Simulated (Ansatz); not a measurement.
Computed with Ansatz, not measured. Plane-wave DFT: an element X is put into a periodic supercell of the crystal below and the atoms relax. X is one of the candidates, and is told by the neutral defect's formation energy over the elements (uncorrected), its moments where the run had spin, and its relaxed neighbours, eight at most.

```
cell
1.0
     0.0000    3.4978    3.4978
     3.4978    0.0000    3.4978
     3.4978    3.4978    0.0000
Au Cu Yb
1 4 1
Direct
  0.2500 0.2500 0.2500
  0.6244 0.1268 0.6244
  0.6244 0.6244 0.1268
  0.6244 0.6244 0.6244
  0.1268 0.6244 0.6244
  0.0000 0.0000 0.0000
```

| quantity | value |
| --- | --- |
| host atoms in supercell | 24 |
| functional | PBEsol |
| wave cutoff | 420 eV |
| k mesh | 3, 3, 3 |
| k shift | 0, 0, 0 mesh steps |
| gaussian smearing | 0.05 eV |
| start displacement | 0.03 angstrom |
| electrons started on | no chosen atoms |
| candidate elements | Ca, Sr, La, Eu, Gd, Lu |
| found formation energy | 0.303 eV |
| found moment change of cell | 7.26 muB |
| found absolute moment of cell | 7.34 muB |
| found largest move from host sites | 0.035 angstrom |
| found added atom moment | 6.54 muB |

```
supercell vector  supercell times a (host cell vectors)  supercell times b (host cell vectors)  supercell times c (host cell vectors)
               A                                      1                                      1                                     -1
               B                                     -1                                      1                                     -1
               C                                     -1                                      1                                      1
```

```tsv
change element	change kind	change place a (host cell vectors)	change place b (host cell vectors)	change place c (host cell vectors)
X	on Yb	0	1	0
```

```json
{"found neighbour element": "Cu", "found neighbour distance (angstrom)": "2.92"}
{"found neighbour element": "Cu", "found neighbour distance (angstrom)": "2.922"}
{"found neighbour element": "Cu", "found neighbour distance (angstrom)": "2.922"}
{"found neighbour element": "Cu", "found neighbour distance (angstrom)": "2.922"}
{"found neighbour element": "Cu", "found neighbour distance (angstrom)": "2.923"}
{"found neighbour element": "Cu", "found neighbour distance (angstrom)": "2.923"}
{"found neighbour element": "Cu", "found neighbour distance (angstrom)": "2.923"}
{"found neighbour element": "Cu", "found neighbour distance (angstrom)": "2.923"}
```

Q: Which element is X?

A: Eu.

Caveats: 4f shell without a U, which puts 4f levels too near the Fermi level; one random start near the defect, so other minima are possible; the supercell is small.
